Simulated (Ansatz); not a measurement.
The relaxed structure here is a generated cell of Hf: the first start was made by placing the elements on the sites of a structure type, and the end was not matched to a known phase here, so it may be hypothetical. Known forms of Hf include space group No. 194.

A relaxed cell of Hf (R-3m (No. 166)), relaxed on a k-mesh at least as fine as the one used below. Calculation: PBE (plane waves to 420 eV, PAW, scalar-relativistic; Ansatz, an electronic-structure program). Γ-centred k-mesh 6×12×12 on the run's cell (coarser than for final values), Fermi–Dirac smearing 0.05 eV.

```
Hf
1.0
    3.19704     1.84581    15.31876
   -1.59852     0.92291     7.65938
    0.00000    -1.84581     7.65938
Hf
6
Cartesian
  0.00000   0.00000   0.00000
  1.59852   0.92291   7.65938
  0.00000   0.00000   5.11508
  1.59852   0.92291  12.77445
  0.00000   0.00000  17.86306
  1.59852   0.92291  25.52243
```

The atoms are displaced by (Å):

| atom | ux | uy | uz |
|---|---|---|---|
| Hf1 | 0.123 | -0.112 | 0.013 |
| Hf2 | -0.089 | 0.169 | -0.005 |
| Hf3 | -0.027 | -0.029 | -0.004 |
| Hf4 | 0.046 | 0.094 | -0.022 |
| Hf5 | 0.034 | -0.010 | 0.049 |
| Hf6 | -0.084 | -0.093 | -0.053 |

Task: What forces (eV/Å) and pressure result?

Result: 
```
atom     Fx     Fy     Fz
----  -----  -----  -----
Hf1   -0.57   0.53  -0.04
Hf2    0.43  -0.60  -0.13
Hf3    0.44   0.15  -0.17
Hf4   -0.39  -0.19   0.34
Hf5   -0.60   0.00  -0.28
Hf6    0.69   0.11   0.28
```

Pressure +0.5 GPa.

Task: Estimate the energy cost of the displacement in the harmonic approximation and compare with the calculation.

Result: For a harmonic well ΔE = −½ Σ F·u = 0.223 eV a cell, or 37 meV/atom. The calculated energy relative to the undisplaced cell is +0.04 eV/atom, so the harmonic estimate holds well.

No spin polarisation in the result.

The run that gave the undisplaced cell could not lose the symmetry of its start; a randomly shaken copy of 6 atoms returns to this structure.
